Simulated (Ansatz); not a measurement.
RbGdS2 in space group R-3m (No. 166; Gd on 3b, S on 6c, Rb on 3a), PBE in the plane-wave PAW code Ansatz, all energies at zero smearing, with the estimated change up to a 700 eV cutoff added, with one set of potentials and settings (totals compare only within such a set). Cell of 4 atoms (1 Gd, 2 S, 1 Rb): -14411.168 eV.

```json
[
 {"element": "Gd", "reference phase": "P6_3/mmc, 2 atoms in the cell, spin-polarised", "E (eV/atom)": "-9332.2281"},
 {"element": "S", "reference phase": "Fddd, 32 atoms in the cell", "E (eV/atom)": "-902.0599"},
 {"element": "Rb", "reference phase": "Cmcm, 2 atoms in the cell", "E (eV/atom)": "-3267.3525"}
]
```

Formation energy per atom, worked out: (-14411.168 − 1×(-9332.2281) − 2×(-902.0599) − 1×(-3267.3525))/4 = -1.867 eV/atom (-180 kJ per mol of atoms), at 0 K, without zero-point energy or fitted corrections.

The workflow started from an entry of the Crystallography Open Database (COD, 293 K). Its standing as an ambient phase is unchecked. The cell was relaxed with PBE under the symmetry of its start; its stability against distortions is not shown here. Magnetic state: ferromagnetic, chosen from 4 collinear starts compared on coarse meshes (ties went to the first, and starts can fall back to one state), not a proven ground state. Caveat: open 4f shells can settle in a state that is not the lowest. No Hubbard U is applied. The references are the lowest solids computed at this level, not always the standard phases. Scalar-relativistic: spin–orbit coupling is off unless named, which matters more the heavier the elements.

Potentials: the later of the program's two PAW sets.
